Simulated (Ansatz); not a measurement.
Put Zr5N in Cmmm (No. 65): Zr on 8n and 2c; N on 2a.

These are results of Ansatz 0.2.0, DFT PBE, scalar-relativistic, plane waves, PAW, not measurements. Cutoff 420 eV, Γ-centred mesh, Gaussian smearing, no spin polarisation.

Energies over the elements count from the elements' standard structures at the same level (N₂ as a molecule), with no fitted energy shifts.

Question: Which cell and coordinates does it relax to?

Answer:

Space group Cmmm (No. 65). a = 3.327 Å, b = 11.247 Å, c = 7.316 Å, α = 90.00°, β = 90.00°, γ = 90.00°
| atom | site | symmetry | x | y | z |
| --- | --- | --- | --- | --- | --- |
| Zr | 8n | m.. | 0.0000 | 0.1312 | 0.2106 |
| Zr | 2c | mmm | 0.5000 | 0.0000 | 0.5000 |
| N | 2a | mmm | 0.0000 | 0.0000 | 0.0000 |

Zr on a site of symmetry m has 1 N at 2.13 Å, 6 Zr at 2.95–3.15 Å and 2 Zr at 3.33 Å; around Zr on a site of symmetry mmm lie 8 Zr at 3.07 Å and 2 Zr at 3.33 Å; N has 4 Zr at 2.13 Å. Another local minimum with the same sites may exist.

Question: Where does its energy lie, and is it a metal?

Answer: The formation energy is −0.03 eV/atom and the gap on the 12×12×6 mesh of the 6-atom cell is 0 eV (a metal).

The last run used Gaussian smearing of 0.10 eV. The k mesh leaves some 4 meV/atom of noise in the energy of each metallic cell. Symmetry constrained the relaxation, so the result can be a saddle point. Another cell of Zr5N relaxed alike, in P-6m2, lies 0.35 eV/atom lower, so this cell isn't the stable form at this level.
